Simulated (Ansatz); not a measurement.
# Elastic constants of Ge: input and output

Level of theory: DFT LDA, scalar-relativistic, plane waves, PAW in Ansatz.

Launched with:
```bash
ansatz run input.yaml --threads 1 --pin off --max-ram 3072MiB --backend cpu --events-out ev --progress --plain --runs-dir out
```

Input (bare energies are in eV):
```yaml
crystal:
  lattice:
    - [-2.5437450514, 2.5437450514, 1.3863343068]
    - [2.5437450514, -2.5437450514, 1.3863343068]
    - [2.5437450514, 2.5437450514, -1.3863343068]
  atoms:
    - { symbol: Ge, position: [0.25, 0.75, 0.5] }
    - { symbol: Ge, position: [0.5, 0.5, 0.0] }
basis:
  ecutwfc: 420
kpoints:
  mp_grid: { grid: [16, 16, 16] }
hamiltonian:
  xc: lda
scf:
  occupations: { method: fermi_dirac, width: 0.15 }
output:
  forces: true
  stress: true
  eigenvalues: true
elastic:
  mode: relaxed_ion
  amplitude: 0.005
```

From the output:
```
--- Elastic constants: 4 strain directions × 4 members + reference (group order 16) ---
  dense FFT box of the reference and of every strained cell: 27×27×27
  strains applied: 11, 33, 23, 12; error gains: componentwise 1.00 (the most a stress slope's error grows in a printed constant), spectral 1.41 (1 for all six strains in a standard setting)
  C = ∂σ_k/∂η_j (tension-positive GPa; Voigt order 11 22 33 23 13 12):
       136.924     58.837     54.800     -0.000     -0.000     -0.000
        58.837    136.924     54.800     -0.000     -0.000     -0.000
        54.804     54.804    131.936      0.000     -0.000     -0.000
         0.000     -0.000      0.000     47.997     -0.000      0.000
         0.000     -0.000     -0.000      0.000     47.997     -0.000
        -0.000      0.000     -0.000      0.000     -0.000     54.010
  reference stress σ⁰ (GPa):      0.007      0.007     -0.006      0.000     -0.000     -0.000
  C* (energy form; C + prestress term) asymmetry max|C*_kj − C*_jk| = 8.660e-3 GPa — a small one proves nothing (zero by symmetry where the batch's group is 432, −43m or m−3m); a large one is finite-difference/SCF noise where every solve ...
  moduli (Voigt/Reuss/Hill, GPa): K = 82.52/82.44/82.48   G = 45.82/45.14/45.48   E = 115.26   ν = 0.267
  mechanically stable: yes (min eigenvalue of sym C = 48.00 GPa)
  strain η (Voigt 11):  stress-route row diagonal C_11 = 136.92 GPa, energy-path curvature d²(F+E_count+ΔE)/dδ²/Ω₀ = 137.16 GPa
    cells at ±δ against ±2δ: C21 58.76 and 58.53 GPa, apart by 0.17 % of the column's largest entry
         δ    σ_11 (GPa) F (eV) n_scf n_hpsi n_pw
    -1.000e-2      -1.3836       -8431.1051361       2   94775    713   relax 3 steps, max|allowed force component| 3.44e-5 eV/Å
    -5.000e-3      -0.6829       -8431.1062910       2   94856    721   relax 3 steps, max|allowed force component| 3.66e-7 eV/Å
     5.000e-3       0.6867       -8431.1062773       2   94729    725   relax 3 steps, max|allowed force component| 5.96e-7 eV/Å
     1.000e-2       1.3583       -8431.1051303       2   94711    727   relax 3 steps, max|allowed force component| 2.35e-6 eV/Å
  strain η (Voigt 33):  stress-route row diagonal C_33 = 131.94 GPa, energy-path curvature d²(F+E_count+ΔE)/dδ²/Ω₀ = 132.66 GPa
    cells at ±δ against ±2δ: C33 132.08 and 132.52 GPa, apart by 0.33 % of the column's largest entry
         δ    σ_33 (GPa) F (eV) n_scf n_hpsi n_pw
    -1.000e-2      -1.4448       -8431.1050899       9  130922    717   relax 0 steps, max|allowed force component| 6.94e-18 eV/Å
    -5.000e-3      -0.6949       -8431.1062812       5  104590    718   relax 0 steps, max|allowed force component| 6.94e-18 eV/Å
     5.000e-3       0.6259       -8431.1063131       5  101942    725   relax 0 steps, max|allowed force component| 1.39e-17 eV/Å
     1.000e-2       1.2055       -8431.1052805       8  114326    725   relax 0 steps, max|allowed force component| 2.78e-17 eV/Å
  strain η (Voigt 23):  stress-route row diagonal C_44 = 48.00 GPa, energy-path curvature d²(F+E_count+ΔE)/dδ²/Ω₀ = 48.62 GPa
    cells at ±δ against ±2δ: C44 47.96 and 47.86 GPa, apart by 0.21 % of the column's largest entry
         δ    σ_23 (GPa) F (eV) n_scf n_hpsi n_pw
    -1.000e-2      -0.4786       -8431.1061297       2  167564    721   relax 4 steps, max|allowed force component| 2.90e-5 eV/Å
    -5.000e-3      -0.2398       -8431.1065319       2  167490    725   relax 3 steps, max|allowed force component| 9.72e-8 eV/Å
     5.000e-3       0.2398       -8431.1065320       2  167565    725   relax 2 steps, max|allowed force component| 2.32e-5 eV/Å
     1.000e-2       0.4786       -8431.1061297       2  167539    721   relax 2 steps, max|allowed force component| 2.93e-5 eV/Å
  strain η (Voigt 12):  stress-route row diagonal C_66 = 54.01 GPa, energy-path curvature d²(F+E_count+ΔE)/dδ²/Ω₀ = 54.29 GPa
    cells at ±δ against ±2δ: C66 53.99 and 53.94 GPa, apart by 0.10 % of the column's largest entry
         δ    σ_12 (GPa) F (eV) n_scf n_hpsi n_pw
    -1.000e-2      -0.5394       -8431.1060634       7  188653    723   relax 0 steps, max|allowed force component| 2.78e-17 eV/Å
    -5.000e-3      -0.2700       -8431.1065164       5  195037    723   relax 0 steps, max|allowed force component| 8.33e-17 eV/Å
     5.000e-3       0.2700       -8431.1065164       5  189083    723   relax 0 steps, max|allowed force component| 2.78e-17 eV/Å
     1.000e-2       0.5394       -8431.1060634       7  179747    723   relax 0 steps, max|allowed force component| 2.78e-17 eV/Å
```

It took 12 min on 1 thread of Intel(R) Xeon(R) Platinum 8488C (Sapphire Rapids), with other jobs on the host, peak memory 0.93 GiB.

In a metal, frequencies and elastic constants depend on the k mesh and the smearing, soft modes and shear constants most.

This form isn't the element's structure at ambient conditions.